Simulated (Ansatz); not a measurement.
Phonons of GdN in the rocksalt structure

Method: PBEsol, scalar-relativistic; collinear spin; PAW, 420 eV, Gaussian smearing of 0.15 eV; code Ansatz. The datasets are Ansatz's generated set soft_2.

```
Gd N
1.0
     0.00000    2.46132    2.46132
     2.46132    0.00000    2.46132
     2.46132    2.46132    0.00000
Gd N
1 1
Direct
  0.50000 0.50000 0.50000
  0.00000 0.00000 0.00000
```

The start was a prototype's sites filled with these elements; the Crystallography Open Database holds the compound in this structure.

Moments typed, the run going on from the state of an earlier one (μB, in the order of the atoms): 7.54, 0.0.

The spin moment ends at 7.00 μB for each cell as shown.

Force constants come from finite displacements in a 2×2×2 supercell (the unit cell's 12×12×12 k-mesh, folded to it); the long-range dipole term is not included. Points in reciprocal vectors of this cell: Γ = (0.000, 0.000, 0.000), X = (0.500, 0.000, 0.500), U = (0.625, 0.250, 0.625), K = (0.375, 0.375, 0.750), L = (0.500, 0.500, 0.500), W = (0.500, 0.250, 0.750).

Frequencies at the named points (cm⁻¹, imaginary ones negative):
```tsv
point	ω (cm⁻¹)
Γ	0 0 0 162 162 162
X	123 123 172 247 247 373
U	113 160 168 282 359 388
K	113 160 168 282 359 388
L	101 101 220 353 353 521
W	133 159 159 309 366 366
```

(1) Is the structure dynamically stable along this path, and where does the spectrum end?

(2) What does the harmonic approximation give for the vibrational free energy, entropy and heat capacity?

Answers:

(1) Yes: no branch is imaginary beyond numerical noise. The highest frequency is 521 cm⁻¹, at L. Points that don't fit the supercell are interpolated.

(2) Zero-point energy 44.4 meV/atom.
```json
{"T (K)": "100", "F_vib (meV/atom)": "41.7", "S (J/K per mole of atoms)": "7.5", "C_V (J/K per mole of atoms)": "11.7"}
{"T (K)": "200", "F_vib (meV/atom)": "28.2", "S (J/K per mole of atoms)": "18.3", "C_V (J/K per mole of atoms)": "19.2"}
{"T (K)": "300", "F_vib (meV/atom)": "4.8", "S (J/K per mole of atoms)": "26.6", "C_V (J/K per mole of atoms)": "22.0"}
{"T (K)": "400", "F_vib (meV/atom)": "-26.4", "S (J/K per mole of atoms)": "33.2", "C_V (J/K per mole of atoms)": "23.2"}
{"T (K)": "500", "F_vib (meV/atom)": "-63.5", "S (J/K per mole of atoms)": "38.4", "C_V (J/K per mole of atoms)": "23.8"}
{"T (K)": "600", "F_vib (meV/atom)": "-105.7", "S (J/K per mole of atoms)": "42.8", "C_V (J/K per mole of atoms)": "24.1"}
{"T (K)": "700", "F_vib (meV/atom)": "-152.0", "S (J/K per mole of atoms)": "46.5", "C_V (J/K per mole of atoms)": "24.3"}
{"T (K)": "800", "F_vib (meV/atom)": "-201.9", "S (J/K per mole of atoms)": "49.8", "C_V (J/K per mole of atoms)": "24.5"}
{"T (K)": "900", "F_vib (meV/atom)": "-255.0", "S (J/K per mole of atoms)": "52.7", "C_V (J/K per mole of atoms)": "24.6"}
{"T (K)": "1000", "F_vib (meV/atom)": "-310.9", "S (J/K per mole of atoms)": "55.2", "C_V (J/K per mole of atoms)": "24.6"}
```

The highest mode, 521 cm⁻¹, is worth 750 K. At 300 K the heat capacity has reached 88 % of the classical limit 3R = 24.9 J/K per mole of atoms, since the stiffer modes are still partly frozen out.

The crystal is a metal or nearly so; low and unstable modes depend on mesh and smearing.

Run time: 110 s on 4 threads of Arm Neoverse V2, on a shared host, peak memory 2.2 GiB.

Without a U the 4f levels of Gd lie too near the Fermi level, so their share of the states there, and what hangs on it, is overstated. Spin–orbit coupling, which matters for such heavy elements, is left out. Site moments are of spin, integrated over atomic spheres. No antiparallel order was tried.
